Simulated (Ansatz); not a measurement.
Sc3InN (anti-perovskite, Pm-3m) at seven volumes, PBEsol in the plane-wave PAW code Ansatz, scaled uniformly. One row is withheld.

| V (Å³/atom) | P (GPa) |
|---|---|
| 15.668 | 13.16 |
| 16.185 | 8.08 |
| 16.701 | ? |
| 17.218 | 0.01 |
| 17.734 | -3.18 |
| 18.251 | -5.91 |
| 18.767 | -8.25 |

Task: Fit the shown pressures and predict the withheld one.

Result: Third-order Birch–Murnaghan: P = (3/2)B₀(x^(7/2) − x^(5/2))[1 + (3/4)(B′ − 4)(x − 1)] with x = (V₀/V)^(2/3). Least squares on the six rows gives V₀ = 17.219 Å³/atom, B₀ = 114.6 GPa, B′ = 4.15. At V = 16.701, x = 1.0206 and P = 3.73 GPa. The run itself gave 3.73 GPa.

The workflow started from an entry of the Crystallography Open Database (COD). Its standing as an ambient phase is unchecked. Symmetry was held in the PBEsol relaxation; its stability against distortions is not shown here. No spin polarisation was allowed.

Potentials: the later of the program's two PAW sets.
